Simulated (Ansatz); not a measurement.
## P (P2/m), an elastic constant from a strain scan

Theory: DFT r2SCAN, scalar-relativistic, plane waves, PAW in Ansatz 0.2.0. The runs took a 500 eV cutoff, a Γ-centred 24×24×12 mesh and Gaussian smearing (0.15 eV). No spin polarisation. Energies are free energies at this smearing, counted from the undisturbed cell; pressure is positive in compression.

The starting cell (relaxed at this level; with this scan's settings it stands at -0.3 GPa; this simple cubic form isn't the usual structure):

```
CELL_PARAMETERS angstrom
2.44927 0.00000 0.00535
0.00000 2.44951 0.00000
-0.00981 0.00000 4.82390
ATOMIC_POSITIONS crystal
P 0.00000 0.00000 0.25038
P 0.00000 0.00000 0.74962
```

The cell is strained by ε times the Voigt pattern (1, -1, 0, 0, 0, 0) (xx, yy, zz, yz, xz, xy; engineering shear) with fractional coordinates fixed. The cell holds 2 atoms in V0 = 28.94 Å³. The stress column is τ = (1/V0) dE/dε, got from the stress tensor σ (compression positive) at each point as −det(1 + εP) σ : P(1 + εP)⁻¹, with P the pattern as a tensor.

```csv
ε,ΔE (meV/atom),τ (GPa)
-0.0300,17.039,-13.575
0.0000,0.000,-0.021
0.0150,4.073,5.899
0.0450,40.267,20.301
0.0600,?,?
```

Q: Which combination of elastic constants does this scan measure, and how large is it?

A: For small ε, τ = τ0 + Kε with K = pᵀCp, which for this pattern is C11 + C22 − 2 C12 in the Cartesian frame shown. The parabola through τ at ε = -0.0300, 0 and 0.0150 has slope K = 414 GPa at zero. The energies per cell, E = NΔE, of the same two points give K = 2[E(ε₊)/ε₊ − E(ε₋)/ε₋]/[(ε₊ − ε₋)V0] = 413 GPa, in agreement. These are clamped-ion values.

Q: Predict the withheld row at ε = 0.0600 from the harmonic law, and compare.

A: ΔE = V0(τ0 ε + Kε²/2)/N = 67.145 meV/atom and τ = 24.80 GPa. The calculation gives 71.336 meV/atom and 26.10 GPa: the energy lies 6 % above the harmonic value.

In a metal these slopes depend on the k mesh and the smearing.

Cost: 6 runs of about 6.1 core-minutes in all, on Intel Xeon Processor @ 2.70GHz (shared hosts).